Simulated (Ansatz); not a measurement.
ZnCu₂SnS₄:
```xyz
8
Lattice="-2.7070 2.7070 5.4104 2.7070 -2.7070 5.4104 2.7070 2.7070 -5.4104" Properties=species:S:1:pos:R:3 pbc="T T T"
Cu     0.0000     0.0000     0.0000
Cu     0.0000     2.7070     2.7052
Zn     2.7070     0.0000     2.7052
Sn     0.0000     0.0000     5.4104
S      1.4311    -1.3960     6.8077
S      1.3111     1.2760    -1.3973
S      1.2760     4.1030     1.3973
S      1.3960     1.4311     4.0131
```

x, y and z are the axes in which the lattice vectors are written.

### Question
Give the proper piezoelectric stress tensor with relaxed ions from plane-wave PAW r²SCAN (Ansatz code).

### Answer
In C/m², rows x, y, z, Voigt columns; mesh uncertainty up to 0.00.
```
 0.00   0.00   0.00  -0.16   0.04   0.00
 0.00   0.00   0.00  -0.04  -0.16   0.00
 0.03  -0.03   0.00   0.00   0.00  -0.20
```

The elastic tensor of the same run (GPa):

```json
[
 {"": "1", "1": "102", "2": "63.9", "3": "64.4", "4": "0.0", "5": "0.0", "6": "0.2"},
 {"": "2", "1": "63.9", "2": "102", "3": "64.4", "4": "0.0", "5": "0.0", "6": "-0.2"},
 {"": "3", "1": "64.4", "2": "64.4", "3": "104", "4": "0.0", "5": "0.0", "6": "0.0"},
 {"": "4", "1": "0.0", "2": "0.0", "3": "0.0", "4": "45.4", "5": "0.0", "6": "0.0"},
 {"": "5", "1": "0.0", "2": "0.0", "3": "0.0", "4": "0.0", "5": "45.4", "6": "0.0"},
 {"": "6", "1": "0.2", "2": "-0.2", "3": "0.0", "4": "0.0", "5": "0.0", "6": "44.7"}
]
```

### Question
Convert to strain constants d = e·S.

### Answer
In pC/N:
```
 0.0   0.0   0.0  -3.4   1.0   0.0
 0.0   0.0   0.0  -1.0  -3.4   0.0
 0.8  -0.8   0.0   0.0   0.0  -4.6
```

Space group I-4. Symmetry was held in the r²SCAN relaxation. No spin polarisation was allowed. Signs of piezoelectric constants follow the polarity of the cell as given. Spin–orbit coupling is left out wherever it is not named.

Potentials: the later of the program's two PAW sets.
